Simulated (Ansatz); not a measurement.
## FeCO$_{3}$: reading a single point

```xyz
10
Lattice="2.3510 1.3574 5.1522 -2.3510 1.3574 5.1522 0.0000 -2.7147 5.1522" Properties=species:S:1:pos:R:3 pbc="T T T"
Fe    0.0000    0.0000    0.0000
Fe    0.0000    0.0000    7.7282
C     0.0000    0.0000    3.8641
C     0.0000    0.0000   11.5924
O    -1.0603    1.3574    9.0163
O    -0.6454   -1.5969    9.0163
O     1.7057    0.2396    9.0163
O     1.0603   -1.3574    6.4402
O     0.6454    1.5969    6.4402
O    -1.7057   -0.2396    6.4402
```

Method: r2SCAN, no spin polarisation; PAW, plane waves to 500 eV, 7×7×7 Γ-centred mesh, fermi-dirac occupations (width 0.1 eV) (Ansatz 0.2.0), atoms fixed.

Question: What is the band gap?

Answer: The gap is 1.64 eV, direct at the points sampled.

Question: Is the cell too large or too small?

Answer: The pressure is -17.2 GPa (compression positive), so with the atoms held at these fractions the cell would first shrink. The principal stresses -18.7, -16.4, -16.4 GPa differ, so its shape would change too.

Question: What is the formation energy?

Answer: -1.10 eV an atom against the elements' usual phases (free molecules for gases, crystals otherwise, with no correction for O₂ or N₂), so it is bound against them; other compounds may still compete. Relaxing would lower it.

Question: Which atom feels the largest force, and which way?

Answer: The largest is on O6 (and as large on other atoms): 0.56 eV/Å, components (-0.28, 0.49, 0.00). It makes 180° with the line to a nearest neighbour, C3 at 1.29 Å, pointing away from it.

Origin: a database entry at a rescaled volume. Caveats: no spin polarisation, so a magnetic state may lie lower; atoms or cell far from equilibrium.
